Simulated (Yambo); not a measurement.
Material: BaS (rock salt, space group Fm-3m, No. 225) under isotropic strain of +2 % on all lattice vectors; a = b = c = 4.565 Å, α = β = γ = 60.00° (2 atoms in the cell). The PBEsol cell relaxed from Materials Project entry mp-1500 was given an isotropic strain of +2 % on all lattice vectors, and the atoms were relaxed again.

With PBEsol (Quantum ESPRESSO, PseudoDojo norm-conserving, 57 Ry, no spin-orbit coupling), the gap between the mesh's edge points (Γ → X) is 2.132 eV.

### Question
Estimate the G0W0 gap between the same points from Yambo (4×4×4 Γ-centred k mesh, 148 bands and a 10 Ry block in the screening, 148 bands in G with the Bruneval-Gonze terminator, plasmon pole fitted at 27.2 eV).

### Answer
The correction is 1.537 eV, giving 3.669 eV, 1.7 times the PBEsol value.  Convergence of the G0W0 settings was not tested.
